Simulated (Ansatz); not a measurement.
Consider the following.

Mg₂ZnP₂:
```yaml
crystal:
  lattice:
    - [4.01429, 0.00000, 0.00000]
    - [-2.00714, 3.47647, 0.00000]
    - [0.00000, 0.00000, 6.55360]
  atoms:
    - { symbol: Mg, position: [0.66667, 0.33333, 0.63396] }
    - { symbol: Mg, position: [0.33333, 0.66667, 0.99352] }
    - { symbol: Zn, position: [0.00000, 0.00000, 0.36135] }
    - { symbol: P, position: [0.00000, 0.00000, 0.76737] }
    - { symbol: P, position: [0.66667, 0.33333, 0.24381] }
```

This is the r²SCAN-relaxed structure. Tensor components refer to the Cartesian frame of this cell.

Question: All from r²SCAN in the plane-wave PAW code Ansatz, unless another level is named. Estimate the hole effective mass.

Answer: 0.12, 1.8, 1.8 mₑ (principal values).

Question: Predict the band gap.

Answer: 1.37 eV (indirect).

Question: Predict the smallest direct gap on the standard path.

Answer: 1.90 eV.

Question: Give the valence-band maximum.

Answer: at Γ.

Question: What about the conduction-band minimum?

Answer: off the standard path, at k = (0.000, 0.432, 0.346) in fractions of the reciprocal vectors.

Space group P3m1. The first step of the workflow began from a Materials Project structure, measured or hypothetical; the Crystallography Open Database copy checked does not list it. With Mg and Zn taken as one species the cell has the higher symmetry P-3m1, so it may be an ordered model of a mixed-site phase. Its standing as an ambient phase is unchecked. The cell was relaxed with r²SCAN under the symmetry of its start; its stability against distortions is not shown here.

Potentials: the later of the program's two PAW sets.
